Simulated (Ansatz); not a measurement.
VN (NiAs type, P6_3/mmc) under volume change, DFT-PBEsol in the program Ansatz with PAW potentials, shape and atoms relaxed at each volume.

```csv
V (Å³/atom),E − E(relaxed) (meV/atom),P (GPa)
7.653,86.6,39.85
7.905,36.4,24.40
8.158,8.6,11.23
8.410,0.0,0.00
8.662,7.7,-9.58
8.914,29.4,-17.75
9.167,63.0,-24.71
```

Question: What does a third-order Birch–Murnaghan fit give for V₀, B₀ and B′?

Answer: V₀ = 8.41 Å³/atom, B₀ = 345 GPa, B′ = 4.3.

The first step of the workflow began from a Materials Project structure, measured or hypothetical; the Crystallography Open Database copy checked does not list it. It is not the phase usual at ambient conditions (space group No. 225). The cell was relaxed with PBEsol under the symmetry of its start; whether a distortion lowers the energy is not shown. No spin polarisation was allowed.

Potentials: the later of the program's two PAW sets.
